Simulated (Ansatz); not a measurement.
NbCuN$_{2}$:
```
CELL_PARAMETERS angstrom
      1.57249     0.90788     5.78161
     -1.57249     0.90788     5.78161
      0.00000    -1.81575     5.78161
ATOMIC_POSITIONS crystal
  Nb 0.50000 0.50000 0.50000
  Cu 0.00000 0.00000 0.00000
  N  0.10574 0.10574 0.10574
  N  0.89426 0.89426 0.89426
```

Relaxed with r²SCAN.

### Question
Map the valence electron density (e/Å³), cut off at 3 on the plane through (0.500, 0.500, 0.500) spanned by u = [1, 0, 0] and v = [-1, 1, 1] in lattice vectors, from plane-wave PAW r²SCAN (Ansatz code).

### Answer
x is the fraction of u, y of v (the angle between them is 50°; rows are the nearest grid lines); atoms in the plane: Nb at (0.00, 0.00), Cu at (0.00, 0.50), N at (0.21, 0.61), N at (0.79, 0.39).
```
|9999410000000000000000000149999|
|9999820000000000000000000015999|
|9999952000000000000000000000269|
|5899852100000000000000000000025|
|1123321000000000000000000000001|
|1122211000000000000000000000001|
|1234432100000000000000000000001|
|1236764310000000000000000000001|
|1136999963100000000000001233311|
|3225999995210000000000001379963|
|9942479999531000011111111299999|
|9994236899632100011233221269999|
|9999621223321100012369986324999|
|9999921111111100001359999742499|
|3699731000000000000125999995223|
|1133321000000000000013699996311|
|1000000000000000000000134676321|
|1000000000000000000000012344321|
|1000000000000000000000001122211|
|1000000000000000000000001233211|
|5200000000000000000000012589985|
|9620000000000000000000002599999|
|9995100000000000000000000289999|
|9999410000000000000000000149999|
```
Scale: ten equal steps from 0.039 (start of '0') to 3.00 (end of '9'), in the order '0123456789'; x runs from 0.000 to 1.00, y from 0.000 (bottom) to 1.00 (top).

The density is the valence pseudo-density with augmentation charge, so density and ELF within about 1 Å of a nucleus are not all-electron values.

Space group R-3m. The start of the workflow was typed in or built on a structure type; neither database checked (COD, Materials Project) lists it. Its standing as an ambient phase is unchecked. The cell was relaxed with r²SCAN under the symmetry of its start; its stability against distortions is not shown here. The workflow began spin-polarised and lost its moments.

Potentials: the earlier of the program's two PAW sets.
